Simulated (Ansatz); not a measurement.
TiSb₂:
```
CELL_PARAMETERS angstrom
     -3.31796     3.31796     2.85551
      3.31796    -3.31796     2.85551
      3.31796     3.31796    -2.85551
ATOMIC_POSITIONS crystal
  Sb 0.65292 0.15292 0.80583
  Sb 0.15292 0.34708 0.50000
  Sb 0.34708 0.84708 0.19417
  Sb 0.84708 0.65292 0.50000
  Ti 0.25000 0.25000 0.00000
  Ti 0.75000 0.75000 0.00000
```

Relaxed with PBEsol. Special points in fractions of this cell's reciprocal vectors: Γ (0.000, 0.000, 0.000); X (0.000, 0.000, 0.500); M (-0.500, 0.500, 0.500); Z (0.435, 0.435, -0.435); Z0 (-0.435, 0.565, 0.435); P (0.250, 0.250, 0.250); N (0.000, 0.500, 0.000).

List the band energies nearest the Fermi level at these points for DFT-PBEsol with spin–orbit coupling in the program Ansatz with PAW potentials.

In eV from the Fermi level; about four levels below and three above (degenerate sets whole), none deeper than 8.9 eV; points with the same levels are listed once.

```json
[
 {"k": "Γ", "below": "-1.70 -1.70 -0.91 -0.91", "above": "0.39 0.39 0.83 0.83"},
 {"k": "X", "below": "-0.75 -0.75 -0.65 -0.65", "above": "0.30 0.30 0.71 0.71"},
 {"k": "M", "below": "-0.55 -0.55 -0.53 -0.53", "above": "0.61 0.61 0.63 0.63"},
 {"k": "Z", "below": "-0.53 -0.53 -0.48 -0.48", "above": "0.45 0.45 0.45 0.45"},
 {"k": "P", "below": "-1.05 -1.05 -1.05 -1.05", "above": "0.05 0.05 0.05 0.05"},
 {"k": "N", "below": "-0.57 -0.57 -0.57 -0.57", "above": "0.51 0.51 0.51 0.51"}
]
```

Space group I4/mcm. The workflow started from an entry of the Crystallography Open Database (COD, 293 K). Its standing as an ambient phase is unchecked. Symmetry was held in the PBEsol relaxation; of distortions, only those at the zone centre were tested. No spin polarisation was allowed.

Potentials: the later of the program's two PAW sets.
